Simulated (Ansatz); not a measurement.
**Calculated ¹⁷O nuclear quadrupole resonance for SiO2**

Cell: a structure deposited in the COD, its atoms then relaxed with PBE in this cell.

Space group P4_2/mnm (No. 136); a = 4.1667, c = 2.6645 Å.

```
site  Wyckoff  site symmetry       x       y       z
  Si       2a           m.mm  0.0000  0.0000  0.0000
   O       4f           m.2m  0.3053  0.3053  0.0000
```

One atom of each set is listed.

Level of theory: DFT, LDA, plane waves and PAW, scalar-relativistic, 420 eV cutoff, Γ-centred 7×7×11 k-points, Fermi–Dirac smearing 0.02 eV (Ansatz 0.2.0).

¹⁷O: I = 5/2, Q = -25.58 mb (year-2017 value). Static lattice, zero field.

(1) The simulated lines lie at 1.03, 2.00 MHz. What are |C_Q|, η and |V_zz| at O?

Results:

(1) For I = 5/2 and η = 0 the lines are 3|C_Q|/20 and twice that; η pulls their ratio below 2. Here |C_Q| = 6.69 MHz, η = 0.16 and |V_zz| = 10.82 × 10²¹ V/m². The calculation gives V_zz negative; the lines don't show the sign. The site has 3 Si at 1.76–1.80 Å.

At O V_zz stands upright on the plane through its three neighbours (within 1°).
